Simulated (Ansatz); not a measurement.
Computed with DFT PBE, scalar-relativistic, plane waves, PAW (Ansatz). All cells share a 420 eV cutoff and Γ-centred k meshes spaced at most about 0.3 Å⁻¹ (about 0.25 or finer for metals, 2π included). Collinear spin in cells that started with moments and kept them past the coarse steps, no spin elsewhere.

Each of these unrelaxed guesses is relaxed in cell and atoms within its symmetry. A guess keeps its type if space group and coordination stay and the shape of the cell changes little (axis ratios within about 15 %, angles within 6°); the volume may change.

1. Na2Ru (collinear spin from parallel moments)

```
CELL_PARAMETERS angstrom
3.27874 0.00000 0.00000
0.00000 4.63684 0.00000
0.00000 0.00000 6.55748
ATOMIC_POSITIONS crystal
Na 0.00000 0.00000 0.75000
Na 0.00000 0.00000 0.25000
Ru 0.50000 0.50000 0.50000
```

2. BaZrP (collinear spin from parallel moments)

```
CELL_PARAMETERS angstrom
4.48398 0.00000 0.00000
-2.24199 3.88324 0.00000
0.00000 0.00000 4.47485
ATOMIC_POSITIONS crystal
Ba 0.66667 0.33333 0.00000
Zr 0.00000 0.00000 0.50000
P 0.33333 0.66667 0.50000
```

**Question.** Which guesses survive the relaxation?

**Answer.** Guess 2 keeps its type.

```json
{"guess": "1", "kept": "no", "start group": "Pmmm", "end group": "P4/mmm", "V start (Å³/atom)": "33.2", "V end": "20.2", "b/a and c/a, end over start": "-", "nearest neighbours start": "Na 8, Ru 10", "nearest neighbours end": "Na 8, Ru 12"}
{"guess": "2", "kept": "yes", "start group": "P-6m2", "end group": "P-6m2", "V start (Å³/atom)": "26.0", "V end": "29.8", "b/a and c/a, end over start": "1.00, 1.13", "nearest neighbours start": "Ba 12, P 3, Zr 3", "nearest neighbours end": "Ba 12, P 3, Zr 3"}
```

Neighbours count within 15 % of an atom's shortest distance; end groups are read at 0.02 Å (0.05 Å in metals).

The magnetic state reached may not be the lowest. Cells relaxed within their symmetry can be saddle points.
